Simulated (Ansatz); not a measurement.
# Li₂Ca: a fit and a missing row

Li₂Ca, Fd-3m, a = 8.809 Å. The structure is a COD entry; whether it is the stable form wasn't checked. Ansatz: r2SCAN, PAW, 500 eV, Γ-centred 8×8×8 mesh on 6 atoms, Gaussian smearing 0.10 eV; no spin polarisation. Symmetry fixes shape and atoms, so the cell is only scaled; pressure is positive in compression.

| V (Å³/atom) | P (GPa) |
| --- | --- |
| 25.060 | 2.51 |
| 25.914 | 1.75 |
| 26.769 | 1.09 |
| 27.623 | 0.51 |
| 28.477 | 0.00 |
| 29.332 | -0.44 |
| 30.186 | -0.84 |
| 31.325 | ? |

Task: Take V0 = 28.477 Å³/atom, fit the third-order Birch–Murnaghan form to the other rows, and predict the missing pressure.

Result: With the Eulerian strain f = ½[(V0/V)^(2/3) − 1] and y = P/[3f(1 + 2f)^(5/2)], the form is the line y = B0 + 1.5 B0 (B0′ − 4) f. Rows (f, y): 0.04448, 15.20; 0.03245, 15.36; 0.02105, 15.57; 0.01025, 15.76; -0.00976, 15.79; -0.01905, 16.20. Means f = 0.01324, y = 15.647; Σ(Δf)² = 0.002987, ΣΔfΔy = -0.04156; the slope is their ratio. y = 15.83 − 13.92 f GPa, so B0 = 15.8 GPa and B0′ = 4 + 2 × (-13.92)/(3 × 15.83) = 3.41. At V = 31.325, f = -0.03078, y = 16.258 and P = -1.28 GPa. The run gave -1.28 GPa, the same to the digits shown. The form still works here, 22 % of the fitted range beyond its end.